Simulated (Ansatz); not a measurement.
Structure relaxation, Cu$_{2}$O

The start is a generated trial cell of Cu2O in the AFLOW prototype AB2_cF48_227_c_e (as in Ti2C). The cell and all atomic positions are relaxed at zero pressure with PBEsol (plane waves to 420 eV, PAW, scalar-relativistic; Ansatz, an electronic-structure program). First-step values are on the input's coarse k-mesh.

Ansatz input (later rounds restart from its end on a renewed k-mesh):
Ansatz 0.2 input:
```yaml
crystal:
  lattice:
    - [0, 3.6991695, 3.6991695]
    - [3.6991695, 0, 3.6991695]
    - [3.6991695, 3.6991695, 0]
  atoms:
    - { symbol: O, position: [0.625, 0.625, 0.625] }
    - { symbol: O, position: [0.125, 0.625, 0.625] }
    - { symbol: O, position: [0.625, 0.125, 0.625] }
    - { symbol: O, position: [0.625, 0.625, 0.125] }
    - { symbol: Cu, position: [0.87, 0.87, 0.87] }
    - { symbol: Cu, position: [0.39, 0.87, 0.87] }
    - { symbol: Cu, position: [0.87, 0.39, 0.87] }
    - { symbol: Cu, position: [0.87, 0.87, 0.39] }
    - { symbol: Cu, position: [0.38, 0.38, 0.38] }
    - { symbol: Cu, position: [0.86, 0.38, 0.38] }
    - { symbol: Cu, position: [0.38, 0.86, 0.38] }
    - { symbol: Cu, position: [0.38, 0.38, 0.86] }
basis: { ecutwfc: 420, ecutrho_ratio: 4, xc_grid: 2, fft_grid_basis: typed }
kpoints: { mp_grid: { grid: [5, 5, 5] } }
hamiltonian:
  xc: pbesol
  dispersion: none
  pseudopotentials: { azcp: { folder: ./paw }, kind: paw }
scf: { occupations: { method: fermi_dirac, width: 0.05 } }
relax: { f_tol: 0.01, max_steps: 100, cell: { stress_tol: 0.02 } }
output: { forces: true, stress: true }
```

| Quantity | Value |
|---|---|
| Initial pressure | +92 GPa (positive: the cell is compressed) |
| Outcome | The space group stays Fd-3m (No. 227) (the run could not lower it); the end is AFLOW prototype AB2_cF48_227_c_e (as in Ti2C), with 12 atoms in the primitive cell |
| Energy released | 0.87 eV/atom |
| Shortest distances (start → end) | The closest pairs of elements (up to four, under 3.6 Å), start → end: Cu–O 1.81 → 2.07 Å; Cu–Cu 2.51 → 2.50 Å; O–O 2.62 → 2.78 Å |
| Band gap at the end | zero (metallic) |
| Optimiser moves | 8 |

The end point of the relaxation:

Space group Fd-3m, origin choice 1 (No. 227); a = b = c = 7.862 Å, α = β = γ = 90.00°

```tsv
atom	site	symmetry	x	y	z
O	16d	.-3m	0.6250	0.6250	0.6250
Cu	32e	.3m	0.3623	0.3623	0.3623
```
(The calculation used a cell of 12 atoms; values per cell refer to that cell.)

Final values are on a 8×8×8 k-mesh of the relaxed cell. No spin polarisation in the result. The d or f electrons are treated with no Hubbard U.

The run could not lose the symmetry of its start: the end is stationary, and may be a saddle point rather than a minimum.

The relaxed structure here is a generated cell of Cu2O: the first start was made by placing the elements on the sites of a structure type, and the end was not matched to a known phase here, so it may be hypothetical. Known forms of Cu2O include space group No. 224.
